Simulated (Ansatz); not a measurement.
CaO (CsCl type, space group No. 221) at seven volumes, the program Ansatz at the PBE level (PAW), scaled uniformly. One row is withheld.

```json
[
 {"V (Å³/atom)": "11.494", "P (GPa)": "12.35"},
 {"V (Å³/atom)": "11.873", "P (GPa)": "7.55"},
 {"V (Å³/atom)": "12.252", "P (GPa)": "3.48"},
 {"V (Å³/atom)": "12.631", "P (GPa)": "0.00"},
 {"V (Å³/atom)": "13.010", "P (GPa)": "?"},
 {"V (Å³/atom)": "13.389", "P (GPa)": "-5.48"},
 {"V (Å³/atom)": "13.768", "P (GPa)": "-7.64"}
]
```

Fit the shown pressures and predict the withheld one.

P = (3/2)B₀(x^(7/2) − x^(5/2))[1 + (3/4)(B′ − 4)(x − 1)] with x = (V₀/V)^(2/3). Least squares on the six rows gives V₀ = 12.631 Å³/atom, B₀ = 107 GPa, B′ = 4.31. At V = 13.010, x = 0.9805 and P = -2.97 GPa. The run itself gave -2.96 GPa.

Space group Pm-3m (CsCl type). This is a known high-pressure phase of the composition, computed here at zero pressure and temperature. The cell was relaxed with PBE under the symmetry of its start; whether a distortion lowers the energy is not shown.

Potentials: the earlier of the program's two PAW sets.
